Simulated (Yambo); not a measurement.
BSE-type run in Yambo on RbHgF₃ (cubic perovskite, space group Pm-3m, No. 221), at zero momentum. PBEsol wavefunctions on a 4×4×4 mesh, a = b = c = 4.549 Å, α = β = γ = 90.00°.

Yambo input:
```
rim_cut
optics
bse
bss
dipoles
em1s
RandQpts= 1000000
RandGvec= 1 Ry
FFTGvecs= 40 Ry
Chimod= "HARTREE"
BSKmod= "SEX"
BSEmod= "resonant"
BSSmod= "hs"
BSENGexx= 15 Ry
BSENGBlk= 3 Ry
% KfnQP_E
 2.324 | 1.0 | 1.0 |
%
% BSEQptR
 1 | 1 |
%
% BSEBands
 9 | 32 |
%
% BEnRange
 0.0 | 13.7 | eV
%
% BDmRange
 0.15 | 0.15 | eV
%
BEnSteps= 274
% BLongDir
 1.0 | 0.0 | 0.0 |
%
BSHayTrs= -0.02
BSSNEig= 24
WRbsWF
% BndsRnXs
 5 | 60 |
%
NGsBlkXs= 3 Ry
% LongDrXs
 1.0 | 1.0 | 1.0 |
%
```

From the report:

The dimension is k points × valence × conduction bands = 64 × 17 × 7 = 7616.
```
   [SLEPC] Approach                          : Krylov-Schur
   [SLEPC] Number of requested eigenvalues   :  24
   [SLEPC] Number of eigenvalues        [NEV]:  24
    [K] Dimension                                    :   7616
    [K] Bands                                        :    9   32
    [K] Exchange res                                 : yes
    [K] Correlation res                              : yes
    [K] W interaction is bare                        : no
    [K] RL vectors exchange                          :   691
    [K] RL vectors correlation                       :   81
    [W] Matrix size                                  :   81
    [W] Bands                                        :    5   60
    [W] Coulomb Cutoff                               : none
    [W] Hxc Kernel                                   : HARTREE
```

Spin-orbit coupling is not included.

Geometry of the Materials Project entry, not relaxed at this level.
